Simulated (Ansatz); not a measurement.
Values for one crystal, relaxed and computed with plane-wave PAW r²SCAN (Ansatz code); other levels are named.

- Volume per atom = 28.58 Å³
- Band gap = 1.79 eV (indirect)
- Conduction-band minimum = off the standard path, at k = (0.346, -0.346, 0.443) in fractions of the reciprocal vectors
- Hole effective mass = 0.76, 1.0, 11 mₑ (principal values)
- Smallest direct gap on the standard path = 2.08 eV
- Valence-band maximum = off the standard path, at k = (0.115, 0.219, 0.307) in fractions of the reciprocal vectors
- Formation energy from the elements (no fitted shifts) = -1072 meV/atom

Which of these materials gives this?
(A) Li6SI2O, Fm-3m (Li on 24e, I on 8c, S on 4a, O on 4b)
(B) CsTlO, C2/m (Cs on 4i, Tl on 4i, O on 4i)
(C) SnO2, rutile
(D) TiO2, rutile

B, CsTlO, C2/m (Cs on 4i, Tl on 4i, O on 4i)

The first step of the workflow began from a Materials Project structure, measured or hypothetical; the Crystallography Open Database copy checked does not list it. Its standing as an ambient phase is unchecked. The r²SCAN relaxation kept the symmetry of its start; whether a distortion lowers the energy is not shown. The references are the lowest solids computed at this level, not always the standard phases (solids in place of the gases). Spin–orbit coupling is left out wherever it is not named.

Potentials: the later of the program's two PAW sets.
